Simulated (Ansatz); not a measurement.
Lu:
Space group P6₃/mmc (No. 194); a = b = 3.4560 Å, c = 5.3779 Å, α = β = 90.00°, γ = 120.00°

```csv
atom,site,symmetry,x,y,z
Lu,2d,-6m2,0.6667,0.3333,0.2500
```

Relaxed with PBE+D3(BJ).

**Question.** Which orbitals make up the states near the Fermi level in PBE+D3(BJ) (plane waves, PAW; program Ansatz)?

**Answer.** Within 0.5 eV of the Fermi level: Lu 5d 89 %. Projections are on Löwdin-orthogonalised atomic valence shells; empty p or d shells of many metals are not among them.

**Question.** Tabulate the density of states.

**Answer.** States/eV per cell of 2 atoms, in 0.25 eV bins, energy from the Fermi level.

```tsv
E (eV)	total	Lu 4f	Lu 5d	Lu 6s
-6.25	0.00	0.00	0.00	0.00
-6.00	0.07	0.00	0.00	0.07
-5.75	0.13	0.00	0.00	0.12
-5.50	0.18	0.00	0.01	0.17
-5.25	0.23	0.01	0.01	0.20
-5.00	0.51	0.24	0.02	0.24
-4.75	111.96	111.52	0.16	0.27
-4.50	0.40	0.07	0.05	0.27
-4.25	0.39	0.01	0.07	0.29
-4.00	0.43	0.00	0.10	0.31
-3.75	0.49	0.00	0.14	0.33
-3.50	0.55	0.00	0.18	0.35
-3.25	0.63	0.00	0.24	0.36
-3.00	0.74	0.00	0.33	0.38
-2.75	0.90	0.00	0.47	0.39
-2.50	1.29	0.00	0.81	0.43
-2.25	1.37	0.00	0.95	0.38
-2.00	1.30	0.00	0.95	0.30
-1.75	1.29	0.00	0.99	0.25
-1.50	1.42	0.00	1.15	0.22
-1.25	1.50	0.00	1.28	0.17
-1.00	1.38	0.00	1.23	0.11
-0.75	1.91	0.00	1.80	0.06
-0.50	2.31	0.00	2.14	0.08
-0.25	3.04	0.01	2.71	0.15
0.00	3.30	0.01	2.94	0.12
0.25	3.00	0.01	2.62	0.14
0.50	1.59	0.00	1.39	0.07
0.75	1.35	0.00	1.17	0.06
1.00	1.51	0.00	1.35	0.05
1.25	2.77	0.01	2.38	0.14
1.50	4.02	0.01	3.37	0.23
1.75	3.51	0.01	3.15	0.18
2.00	2.97	0.00	2.69	0.16
2.25	2.87	0.00	2.64	0.12
2.50	3.37	0.00	3.16	0.08
2.75	2.37	0.00	2.25	0.03
3.00	1.45	0.00	1.38	0.02
3.25	1.34	0.00	1.28	0.02
3.50	1.32	0.00	1.26	0.02
3.75	1.33	0.00	1.27	0.02
4.00	1.33	0.00	1.26	0.02
4.25	1.38	0.00	1.30	0.03
4.50	1.43	0.00	1.33	0.05
4.75	1.50	0.00	1.37	0.07
```

Space group P6_3/mmc (hcp (Mg type)). The cell was relaxed with PBE+D3(BJ) under the symmetry of its start. The pairwise dispersion correction was not fitted to metals. Axis ratios of metals converge slowly with the k-mesh, so a and c are less sure than the volume. Scalar-relativistic: spin–orbit coupling is off unless named, which matters more the heavier the elements.

Potentials: the later of the program's two PAW sets.
